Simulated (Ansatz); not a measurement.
HfNi2 (cubic Laves (MgCu2 type), Fd-3m), plane-wave PAW PBE (Ansatz code), all energies at zero smearing, with the estimated change up to a 700 eV cutoff added, with one set of potentials and settings (totals compare only within such a set). Cell of 6 atoms (4 Ni, 2 Hf): -54804.492 eV.

```csv
element,reference phase,E (eV/atom)
Ni,"Fm-3m, 1 atoms in the cell, spin-polarised",-5839.7239
Hf,"P6_3/mmc, 2 atoms in the cell",-15721.3637
```

Formation energy per atom, worked out: (-54804.492 − 4×(-5839.7239) − 2×(-15721.3637))/6 = -0.478 eV/atom (-46 kJ per mol of atoms), at 0 K, without zero-point energy or fitted corrections.

The workflow started from an entry of the Crystallography Open Database (COD). Whether it is the stable phase at ambient conditions was not checked. The PBE relaxation kept the symmetry of its start; its stability against distortions is not shown here. The workflow began spin-polarised and lost its moments. The references are the lowest solids computed at this level, not always the standard phases. Spin–orbit coupling is left out wherever it is not named.

Potentials: the later of the program's two PAW sets.
